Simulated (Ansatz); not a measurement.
Geometry optimisation in Ansatz: input, command and trajectory.

```yaml
crystal:
  lattice:
    - [-1.90144019, 1.90144019, 7.0767027885]
    - [1.90144019, -1.90144019, 7.0767027885]
    - [1.90144019, 1.90144019, -7.0767027885]
  atoms:
    - { symbol: K, position: [0.0, 0.0, 0.0] }
    - { symbol: Co, position: [0.75, 0.25, 0.5] }
    - { symbol: Co, position: [0.25, 0.75, 0.5] }
    - { symbol: As, position: [0.3440785596, 0.3440785596, 0.0] }
    - { symbol: As, position: [0.6559214404, 0.6559214404, 0.0] }
basis:
  ecutwfc: 420
kpoints:
  mp_grid: { grid: [14, 14, 14] }
hamiltonian:
  xc: pbesol
scf:
  occupations: { method: gaussian, width: 0.1 }
output:
  forces: true
  stress: true
  eigenvalues: true
relax:
  adjacent_minimum: "off"
  f_tol: 0.01
  max_steps: 30
  cell: { stress_tol: 0.1, fix: [volume] }
```

```bash
ansatz run input.yaml --threads 2 --pin off --max-ram 5120MiB --backend cpu --events-out ev --progress --plain --runs-dir out
```

The calculation used DFT PBEsol, scalar-relativistic, plane waves, PAW (Ansatz 0.2.0).

The volume is held at 1.1 times that of the relaxed cell.

Of 5 frames 4 are shown, positions in Å and forces in eV/Å; the SCF threshold varies from step to step. Steps run on the plane waves of an earlier cell, with a Pulay correction in the pressure. The basis is chosen afresh for the last frame, the zero of the energies, and at times for earlier ones too; energy and pressure step there, also at an unchanged geometry. Spin polarisation was left out; whether the Co atoms would carry moments isn't shown by this run.

```xyz
5
Lattice="-1.9014 1.9014 7.0767 1.9014 -1.9014 7.0767 1.9014 1.9014 -7.0767" Properties=species:S:1:pos:R:3:forces:R:3 pbc="T T T" step=1 free_energy_over_end_meV_per_atom=3.91 pressure_GPa=-5.26
K     0.0000    0.0000    0.0000    0.0000    0.0000    0.0000
Co    0.0000    1.9014    3.5384    0.0000    0.0000    0.0000
Co    1.9014    0.0000    3.5384    0.0000    0.0000    0.0000
As    0.0000    0.0000    4.8699    0.0000    0.0000   -0.4661
As    0.0000    0.0000    9.2835    0.0000    0.0000    0.4661
5
Lattice="-1.8966 1.8966 7.1132 1.8966 -1.8966 7.1132 1.8966 1.8966 -7.1132" Properties=species:S:1:pos:R:3:forces:R:3 pbc="T T T" step=2 free_energy_over_end_meV_per_atom=0.59 pressure_GPa=-4.27
K     0.0000    0.0000    0.0000    0.0000    0.0000    0.0000
Co    0.0000    1.8966    3.5566    0.0000    0.0000    0.0000
Co    1.8966    0.0000    3.5566    0.0000    0.0000    0.0000
As    0.0000    0.0000    4.8707    0.0000    0.0000   -0.1654
As    0.0000    0.0000    9.3558    0.0000    0.0000    0.1654
5
Lattice="-1.8919 1.8919 7.1480 1.8919 -1.8919 7.1480 1.8919 1.8919 -7.1480" Properties=species:S:1:pos:R:3:forces:R:3 pbc="T T T" step=3 free_energy_over_end_meV_per_atom=0.03 pressure_GPa=-3.62
K     0.0000    0.0000    0.0000    0.0000    0.0000    0.0000
Co    0.0000    1.8919    3.5740    0.0000    0.0000    0.0000
Co    1.8919    0.0000    3.5740    0.0000    0.0000    0.0000
As    0.0000    0.0000    4.8797    0.0000    0.0000    0.0200
As    0.0000    0.0000    9.4162    0.0000    0.0000   -0.0200
5
Lattice="-1.8910 1.8910 7.1550 1.8910 -1.8910 7.1550 1.8910 1.8910 -7.1550" Properties=species:S:1:pos:R:3:forces:R:3 pbc="T T T" step=5 free_energy_over_end_meV_per_atom=0.00 pressure_GPa=-3.64
K     0.0000    0.0000    0.0000    0.0000    0.0000    0.0000
Co    0.0000    1.8910    3.5775    0.0000    0.0000    0.0000
Co    1.8910    0.0000    3.5775    0.0000    0.0000    0.0000
As    0.0000    0.0000    4.8853    0.0000    0.0000    0.0070
As    0.0000    0.0000    9.4248    0.0000    0.0000   -0.0070
```

It took 79 s on 2 threads of Intel(R) Xeon(R) 6975P-C (Granite Rapids) (shared host), peak memory 1 GiB.